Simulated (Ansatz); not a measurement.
Total density of states per atom from r²SCAN in the plane-wave PAW code Ansatz, in 0.25 eV bins, energy from the Fermi level:

```
E (eV) | states/eV/atom
    -7.85 |  0.00
    -7.60 |  0.00
    -7.35 |  0.01
    -7.10 |  0.06
    -6.85 |  0.10
    -6.60 |  0.13
    -6.35 | # 0.18
    -6.10 | # 0.23
    -5.85 | # 0.32
    -5.60 | ## 0.50
    -5.35 | ##### 1.40
    -5.10 | ## 0.62
    -4.85 | # 0.22
    -4.60 |  0.12
    -4.35 |  0.06
    -4.10 |  0.03
    -3.85 |  0.02
    -3.60 |  0.01
    -3.35 |  0.00
    -3.10 |  0.05
    -2.85 |  0.11
    -2.60 | # 0.21
    -2.35 | # 0.41
    -2.10 | ## 0.64
    -1.85 | #### 1.03
    -1.60 | #### 1.09
    -1.35 | ## 0.70
    -1.10 | ## 0.62
    -0.85 | ## 0.65
    -0.60 | ### 0.90
    -0.35 | #### 1.13
    -0.10 | ## 0.53
     0.15 | # 0.29
     0.40 | ## 0.58
     0.65 | ###### 1.85
     0.90 | ####### 1.90
     1.15 | ##### 1.53
     1.40 | ##### 1.46
     1.65 | ######## 2.39
     1.90 | ############################## 8.65
```

Q: Which compound is it?
A) NbSi, CsCl type
B) LiIn3, Cu3Au type
C) LaIn, CsCl type
D) TbHg, CsCl type

A: C, LaIn, CsCl type. Within 0.5 eV of the Fermi level: La 5d 59 %, In 5p 26 %, La 4f 7 %. Projections are on Löwdin-orthogonalised atomic valence shells; empty p or d shells of many metals are not among them.

Space group Pm-3m (CsCl type). The workflow started from a Materials Project entry (that database holds measured and hypothetical structures alike); the Crystallography Open Database copy checked does not list it. With La and In taken as one species the cell has the higher symmetry Im-3m, so it may be an ordered model of a mixed-site phase. Whether it is the stable phase at ambient conditions was not checked. Symmetry was held in the r²SCAN relaxation; its stability against distortions is not shown here. Scalar-relativistic: spin–orbit coupling is off unless named, which matters more the heavier the elements.

Potentials: the later of the program's two PAW sets.
